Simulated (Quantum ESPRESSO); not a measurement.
Parts of the isotropic shielding in KI, by GIPAW with PBE in a modified build of Quantum ESPRESSO, on JTH PAW datasets, 20 Ha, k-mesh 5×5×5 shifted:

```xyz
2
Lattice="0.0000 3.5246 3.5246 3.5246 0.0000 3.5246 3.5246 3.5246 0.0000" Properties=species:S:1:pos:R:3 pbc="T T T"
K      0.0000     0.0000     0.0000
I      3.5246     3.5246     3.5246
```
The cell was made here from an entry of the Crystallography Open Database (unchecked): atoms relaxed with PBE in the measured cell (PBE without dispersion, pw.x of Quantum ESPRESSO, symmetry kept).  Stability against distortions was not tested.

The core term is that of the free atom's frozen core; the paramagnetic column sums the reconstruction terms. These are absolute shieldings with no macroscopic susceptibility term; δ = σ_ref − σ needs a reference computed alike. In our sweeps, cutoffs and meshes of this size left a few ppm, and up to some 20 ppm on atoms from Zn on. Spin–orbit coupling is left out; its weight grows with the heaviest atom, I here. No d partial waves on I: the paramagnetic term there is incompletely reconstructed.

```csv
site,core,bare (smooth current),diamagnetic correction,paramagnetic corrections,σ_iso (ppm)
K (atom 1),1193.4,87.8,22.2,?,?
I (atom 2),5697.1,63.4,-7.1,?,?
```

Fill in the missing entries.


- K (atom 1), paramagnetic corrections: -165.8
- K (atom 1), σ_iso (ppm): 1137.6
- I (atom 2), paramagnetic corrections: -909.1
- I (atom 2), σ_iso (ppm): 4844.2
